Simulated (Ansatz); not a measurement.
TiTeSe:
```yaml
crystal:
  lattice:
    - [3.68072, 0.00000, 0.00000]
    - [-1.84036, 3.18760, 0.00000]
    - [0.00000, 0.00000, 6.66164]
  atoms:
    - { symbol: Ti, position: [0.00000, 0.00000, 0.97863] }
    - { symbol: Te, position: [0.66667, 0.33333, 0.25100] }
    - { symbol: Se, position: [0.33333, 0.66667, 0.77038] }
```

Relaxed with r²SCAN. Special points in fractions of this cell's reciprocal vectors: Γ (0.000, 0.000, 0.000); M (0.500, 0.000, 0.000); K (0.333, 0.333, 0.000); A (0.000, 0.000, 0.500); L (0.500, 0.000, 0.500); H (0.333, 0.333, 0.500).

Question: List the band energies nearest the Fermi level at these points for DFT-r²SCAN in the program Ansatz with PAW potentials.

Answer: In eV from the Fermi level; about four levels below and three above (degenerate sets whole), none deeper than 8.9 eV; points with the same levels are listed once.

```csv
k,below,above
Γ,-5.32 -2.73 -2.73 -0.75,0.28 0.28 0.72 0.72
M,-3.08 -2.80 -2.52 -1.21,0.07 1.13 1.48
K,-4.00 -2.93 -2.87 -2.45,0.98 1.18 1.39
A,-4.20 -2.71 -2.71 -2.64,0.28 0.28 0.62 0.62
L,-2.86 -1.77 -1.06 -0.08,1.13 1.45 2.88
H,-4.26 -3.32 -2.37 -2.27,0.96 1.04 1.09
```

Space group P3m1. The first step of the workflow began from a Materials Project structure, measured or hypothetical; the Crystallography Open Database copy checked does not list it. Its standing as an ambient phase is unchecked. The r²SCAN relaxation kept the symmetry of its start; whether a distortion lowers the energy is not shown. No spin polarisation was allowed. A crystal of weakly bound layers computed without a dispersion correction: the cell and the soft elastic constants depend strongly on that. Scalar-relativistic: spin–orbit coupling is off unless named, which matters more the heavier the elements.

Potentials: the later of the program's two PAW sets.
